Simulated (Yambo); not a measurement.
Absorption of a free-standing CdClOH monolayer (symmetry P3m1, slab cell 16.5 Å high) with and without the electron-hole interaction (Yambo, PBEsol bands; 12×12×1 mesh, 11 valence and 5 conduction bands, static screening with 54 bands and a 3 Ry block, scissor 2.74 eV, Tamm-Dancoff, stochastic integration of W near q = 0; field along x).

| E (eV) | Im α, BSE (Å) | Im α, independent quasiparticles (Å) |
|---|---|---|
| 2.71 | 0.03 | 0.01 |
| 2.81 | 0.04 | 0.01 |
| 2.91 | 0.04 | 0.01 |
| 3.01 | 0.05 | 0.01 |
| 3.11 | 0.05 | 0.01 |
| 3.21 | 0.06 | 0.01 |
| 3.31 | 0.07 | 0.01 |
| 3.41 | 0.09 | 0.01 |
| 3.51 | 0.12 | 0.01 |
| 3.61 | 0.17 | 0.01 |
| 3.71 | 0.23 | 0.01 |
| 3.81 | 0.28 | 0.01 |
| 3.91 | 0.43 | 0.01 |
| 4.02 | 0.82 | 0.01 |
| 4.12 | 2.00 | 0.01 |
| 4.22 | 3.36 | 0.01 |
| 4.32 | 1.68 | 0.01 |
| 4.42 | 1.14 | 0.02 |
| 4.52 | 1.69 | 0.02 |
| 4.62 | 2.16 | 0.02 |
| 4.72 | 1.12 | 0.02 |
| 4.82 | 0.74 | 0.02 |
| 4.92 | 0.51 | 0.02 |
| 5.02 | 0.36 | 0.03 |
| 5.12 | 0.34 | 0.03 |
| 5.22 | 0.39 | 0.04 |
| 5.32 | 0.56 | 0.06 |
| 5.42 | 0.92 | 0.09 |
| 5.52 | 1.26 | 0.09 |
| 5.62 | 1.29 | 0.09 |
| 5.72 | 1.10 | 0.09 |
| 5.82 | 0.82 | 0.13 |
| 5.92 | 0.68 | 0.19 |
| 6.02 | 0.74 | 0.21 |
| 6.12 | 1.03 | 0.26 |
| 6.22 | 1.65 | 0.40 |
| 6.32 | 1.68 | 0.51 |
| 6.42 | 1.75 | 0.63 |
| 6.52 | 2.22 | 1.07 |
| 6.63 | 2.76 | 1.02 |
| 6.73 | 2.49 | 0.58 |
| 6.83 | 2.38 | 0.47 |
| 6.93 | 1.89 | 0.71 |
| 7.03 | 1.79 | 0.99 |
| 7.13 | 1.79 | 1.02 |
| 7.23 | 2.83 | 0.72 |
| 7.33 | 2.99 | 0.62 |
| 7.43 | 1.63 | 0.54 |
| 7.53 | 1.35 | 0.55 |
| 7.63 | 1.11 | 0.58 |
| 7.73 | 1.09 | 0.84 |
| 7.83 | 1.16 | 0.95 |
| 7.93 | 1.11 | 0.80 |
| 8.03 | 1.31 | 0.61 |
| 8.13 | 1.38 | 0.58 |
| 8.23 | 1.14 | 0.70 |
| 8.33 | 1.07 | 0.82 |
| 8.43 | 1.13 | 1.06 |
| 8.53 | 1.30 | 1.30 |
| 8.63 | 1.09 | 1.37 |
| 8.73 | 1.10 | 1.42 |
| 8.83 | 0.96 | 1.66 |
| 8.93 | 0.79 | 1.50 |
| 9.03 | 0.70 | 1.45 |
| 9.13 | 0.52 | 1.88 |
| 9.23 | 0.43 | 1.89 |
| 9.34 | 0.40 | 1.76 |
| 9.44 | 0.40 | 1.63 |
| 9.54 | 0.44 | 1.71 |
| 9.64 | 0.47 | 1.83 |

The scissor comes from a G0W0 run whose convergence isn't established. Broadening 0.1 eV. The band window holds all transitions up to 12.2 eV. Fine structure above the onset can come from the mesh.

Spin-orbit splittings are left out.

Geometry relaxed with PBEsol; primitive cell a = 3.6460 Å, b = 3.6460 Å, c = 16.5000 Å, α = 90.00°, β = 90.00°, γ = 120.00°.

This is a model layer cut from the bulk structure; whether it is stable on its own was not checked.
